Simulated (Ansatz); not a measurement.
Given:

CsBr (CsCl type)

Space group Pm-3m (No. 221); a = b = c = 4.3890 Å, α = β = γ = 90.00°

```json
[
 {"atom": "Cs", "site": "1a", "symmetry": "m-3m", "x": "0.0000", "y": "0.0000", "z": "0.0000"},
 {"atom": "Br", "site": "1b", "symmetry": "m-3m", "x": "0.5000", "y": "0.5000", "z": "0.5000"}
]
```

This relaxed cell (volume V₀) is scaled evenly in all directions, its shape held. Symmetry pins the atoms to their sites.

Calculation: PBE (plane waves to 420 eV, PAW, scalar-relativistic; Ansatz, a quantum-chemistry and plane-wave program). k mesh 8×8×8 (Γ-centred), Fermi-Dirac smearing 0.05 eV. E stands for the smeared free energy. Stress and pressure are positive under compression. CsBr was relaxed with its symmetry unable to fall. ΔE is measured from the relaxed starting cell.

The scan covers V/V₀ from 0.940 to 1.060 in 13 points.

What is ΔE at V/V₀ = 0.940?

6.7 meV/atom.

What is ΔE at V/V₀ = 1.060?

5.1 meV/atom.

What pressure does the cell carry at V/V₀ = 0.940?

0.89 GPa.

(Under strain, the slope of the energy per volume gives the stress and its curvature an elastic modulus.)
